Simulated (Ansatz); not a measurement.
**YPb₂: reading a single point**

```yaml
crystal:
  lattice:
    - [4.55274, 0.00000, 0.00000]
    - [2.27637, -8.23496, 0.00000]
    - [0.00000, 0.00000, -4.45268]
  atoms:
    - { symbol: Pb, position: [0.43000, 0.14000, 0.75000] }
    - { symbol: Pb, position: [0.57000, 0.86000, 0.25000] }
    - { symbol: Y, position: [0.10000, 0.80000, 0.75000] }
    - { symbol: Y, position: [0.90000, 0.20000, 0.25000] }
    - { symbol: Pb, position: [0.75000, 0.50000, 0.75000] }
    - { symbol: Pb, position: [0.25000, 0.50000, 0.25000] }
```

Single point in Ansatz 0.2.0 with r2SCAN, spin-orbit coupling. Cutoff 500 eV, PAW datasets, 5×5×5 Γ-centred k mesh, fermi-dirac filling (width 0.0434 eV).

The state carries no moments; the state need not be the lowest.

(1) Which atom feels the largest force, and which way?

(2) Is the cell too large or too small?

(3) Metal or insulator?

(4) Give the Bader charges.

Origin: a database entry at a rescaled volume.

Results:

(1) The largest is on Y3 (and as large on other atoms): 0.36 eV/Å, components (0.00, -0.36, 0.00). It makes 81° with the line to a nearest neighbour, Pb2 at 3.22 Å.

(2) The pressure is 1.0 GPa (compression positive), so with the atoms held at these fractions the cell would first expand. The principal stresses 0.2, 0.9, 2.0 GPa differ, so its shape would change too.

(3) It is a metal, with about 2.7 states/eV a cell as the mean within 0.25 eV of the Fermi level, mostly Y d (47 %) and Pb p (45 %).

(4) Bader charges in e: Y +1.55, Pb -1.01 to -0.54. In the mean Y gives up most and Pb takes most.
